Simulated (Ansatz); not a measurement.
## What moves the field gradients of H₄NClO?

Cell of run 1: an entry of the Crystallography Open Database (COD), atoms as given.

Space group P2_1/c (No. 14); a = 6.9500, b = 5.9500, c = 7.7000 Å, β = 120.80°.

| site | Wyckoff | site symmetry | x | y | z |
| --- | --- | --- | --- | --- | --- |
| H1 | 4e | 1 | 0.2333 | 0.9829 | 0.1714 |
| H5 | 4e | 1 | 0.2890 | 0.5273 | 0.1583 |
| H9 | 4e | 1 | 0.1310 | 0.6574 | 0.2321 |
| H13 | 4e | 1 | 0.4103 | 0.6747 | 0.3674 |
| N | 4e | 1 | 0.2743 | 0.6664 | 0.2252 |
| Cl | 4e | 1 | 0.2414 | 0.1881 | 0.3972 |
| O | 4e | 1 | 0.2650 | 0.8492 | 0.1120 |

One atom of each set is listed.

Relaxed positions (PBE, cell held):

H1 (0.2431, 0.9846, 0.1909)
H5 (0.2819, 0.5286, 0.1409)
H9 (0.1268, 0.6507, 0.2299)
H13 (0.4163, 0.6721, 0.3676)
N (0.2734, 0.6645, 0.2238)
Cl (0.2400, 0.1856, 0.3998)
O (0.2624, 0.8587, 0.1135)

All runs are DFT with Ansatz 0.2.0 (plane waves and PAW, scalar-relativistic unless spin–orbit coupling is named, Γ-centred meshes, Fermi–Dirac smearing where given) in this cell.

Run 1: PBE, atoms as given; 420 eV, 6×6×5 k-points, smearing 0.05 eV.
Run 2: PBE, atoms relaxed; 420 eV, 6×6×5 k-points, smearing 0.05 eV.
Run 3: r2SCAN, at the relaxed atoms; 500 eV, 6×6×5 k-points, smearing 0.05 eV.

```json
{"run": "1", "H1 V_zz (η)": "3.03 (0.23)", "H5 V_zz (η)": "3.36 (0.06)", "O V_zz (η)": "25.2 (0.78)"}
{"run": "2", "H1 V_zz (η)": "?", "H5 V_zz (η)": "?", "O V_zz (η)": "?"}
{"run": "3", "H1 V_zz (η)": "2.61 (0.27)", "H5 V_zz (η)": "2.32 (0.07)", "O V_zz (η)": "26.0 (0.79)"}
```

V_zz in 10²¹ V/m²; 3 of the 7 sets of like atoms are followed.

Question: Estimate the row of run 2.

Answer: H1: 2.71 (0.26); H5: 2.40 (0.06); O: 25.4 (0.79). It lies nearest to run 3, from whose tensors on these sites it differs by 0.63 at most (largest principal value of the difference, on O). Taken one at a time, the positions of the atoms (as given or relaxed) move the tensors on these sites by up to 2.14 (largest principal value of the change, on O), the functional (r2SCAN with its higher cutoff) by 0.63 (O).

The lattice is static: at room temperature NH₃ may turn and average the couplings of its hydrogen. In runs 1, 3 the atoms aren't at the calculated equilibrium (largest force 1.6, 0.43 eV/Å).
